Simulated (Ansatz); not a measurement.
Computed with DFT PBE, scalar-relativistic, plane waves, PAW (Ansatz 0.2.0). Settings: cutoff 420 eV, Γ-centred meshes spaced at most about 0.3 Å⁻¹, and about 0.25 Å⁻¹ or finer for metals (2π included), Gaussian smearing. No spin polarisation in the final relaxations.

All energies are static (0 K, no zero-point motion). All come from trial cells, and lower structures may exist. The sheets are periodic along a and b; c holds vacuum.

Question: These unrelaxed guesses for Be are each relaxed within their symmetry. Order them by the energy at which they end, lowest first.
A.

```
Be
1.0
     1.84088    0.00000    0.00000
    -0.92044    1.59424    0.00000
     0.00000    0.00000   14.00000
Be
1
Direct
  0.00000 0.00000 0.50000
```

B.

```
Be
1.0
     2.23112    0.00000    0.00000
     0.00000    3.12789    0.00000
     0.00000    0.00000   14.00000
Be
2
Direct
  0.00000 0.22208 0.50000
  0.00000 0.77792 0.50000
```

C.

```
Be
1.0
     2.15792    0.00000    0.00000
     0.00000    2.15792    0.00000
     0.00000    0.00000   17.00000
Be
3
Direct
  0.50000 0.50000 0.57781
  0.50000 0.50000 0.42219
  0.50000 0.50000 0.50000
```

Answer: A (ends in p6/mmm, 0 meV/atom), C (ends in p4/mmm, 195 meV/atom), B (ends in p4/mmm, 0.35 eV/atom).

Cells relaxed within their symmetry can be saddle points; a later kick test found a lower structure for Be p4/mmm. Some candidate types were left out of the draw beforehand, so a known form may be missing.
